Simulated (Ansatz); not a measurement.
Values for one crystal, relaxed and computed with plane-wave PAW LDA (Ansatz code); other levels are named.

- Volume per atom: 11.02 Å³
- Band gap: 2.09 eV (indirect)
- Formation energy from the elements (no fitted shifts): -3.20 eV/atom
- Conduction-band minimum: at Γ
- Smallest direct gap on the standard path: 2.44 eV
- Young's modulus: 164 GPa
- Static dielectric constant ε0 (ions relaxed, cell fixed): 52.8 (xx = yy), 27.3 (zz)

### Question
Pick the material that matches.
(A) TiO2, anatase
(B) SiO2, rutile
(C) CaO, rock salt
(D) HfO2, fluorite

### Answer
A, TiO2, anatase

Space group I4_1/amd (anatase). The LDA relaxation kept the symmetry of its start. No spin polarisation was allowed. The references are the lowest solids computed at this level, not always the standard phases (solids in place of the gases).

Potentials: the earlier of the program's two PAW sets. The files were generated under PBE; for other functionals the program regenerates the frozen cores, and for LDA and PBEsol the local potential too.
